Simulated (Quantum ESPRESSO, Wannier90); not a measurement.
**Wannierisation of PbS (Cmcm)**

Materials Project entry mp-1018115; symmetrised, unrelaxed at this level. Not found in the COD (Crystallography Open Database) copy used, which has the formula in other groups; not checked further. Computed values, not measurements, from PBEsol: Quantum ESPRESSO (norm-conserving PseudoDojo potentials, cutoff 50 Ry, no spin polarisation, no spin-orbit coupling) on a Γ-centred 8×8×8 mesh, then Wannier90. Density: 8×8×8 mesh, cold smearing 0.01 Ry. Spin-orbit coupling is left out although heavy elements are present.

```
begin unit_cell_cart
ang
    4.1599100000    0.0000000000    0.0000000000
    0.0000000000    0.0000000000   -4.2793200000
   -2.0799550000    5.9912950000    0.0000000000
end unit_cell_cart
mp_grid = 8 8 8
```

Neighbour vectors b of the finite-difference formula (Å⁻¹), by shell:

```csv
shell,b_x,b_y,b_z
1,0.00000,0.13109,0.00000
1,0.00000,-0.13109,0.00000
2,0.00000,0.00000,-0.18353
2,0.00000,0.00000,0.18353
3,0.18880,0.06555,0.00000
3,0.18880,-0.06555,0.00000
3,-0.18880,-0.06555,0.00000
3,-0.18880,0.06555,0.00000
```

Problem. Find the weights w_b from the completeness condition Σ_b w_b b_α b_β = δ_αβ.

Solution. Shell 1: Σ b_x² = 0.000, Σ b_y² = 0.034, Σ b_z² = 0.000 Å⁻²
Shell 2: Σ b_x² = 0.000, Σ b_y² = 0.000, Σ b_z² = 0.067 Å⁻²
Shell 3: Σ b_x² = 0.143, Σ b_y² = 0.017, Σ b_z² = 0.000 Å⁻²
Each of the three diagonal sums, weighted, has to give 1 and the off-diagonal ones 0, which holds for w_1 = 25.6 Å², w_2 = 14.8 Å², w_3 = 7.01 Å². Check on xx: 25.59×0.000 + 14.84×0.000 + 7.01×0.143 = 1.00.

On this mesh the 10 functions of bands 11-20 (valence bands; start: s functions at the bond centres, conv_tol = 1.0e-6) end with spreads 2.4219, 2.4527, 2.5649, 2.1986, 2.4648, 2.5649, 2.4544, 2.1986, 2.4223, 2.4627 Å², Ω_I = 21.8430 Å² and Ω_D = 0.0326 Å².

Ω_total is the sum of the spreads, 24.206 Å². Ω_OD = Ω_total − Ω_I − Ω_D = 2.330 Å². Only (Ω_D + Ω_OD)/Ω_total = 9.8 % depends on the gauge, and another start could lower the total by that share at most. The rms radius is √(Ω_total/10) = 1.56 Å.
